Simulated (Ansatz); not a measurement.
TiO2 (rutile), relaxed and computed with several functionals in Ansatz (plane waves, PAW).

| functional | a (Å) | c (Å) | V (Å³/atom) | gap (eV) | B₀ by P(V) fit (GPa) |
|---|---|---|---|---|---|
| r²SCAN | 4.597 | 2.954 | 10.40 | 2.22 | 226 |
| HSE06 | 4.581 | 2.944 | 10.30 | 3.44 | 231 |
| PBE | 4.643 | 2.964 | 10.65 | 1.86 | 199 |
| LDA | 4.548 | 2.917 | 10.06 | 1.86 | 239 |

All cells were relaxed under the symmetry of their starts (and spin orders); stability against distortions was not tested throughout. Rows with no word on spin ran without spin polarisation.

Potentials: the later of the program's two PAW sets.

Ansatz (a quantum-chemistry and plane-wave program) is a plane-wave DFT program.
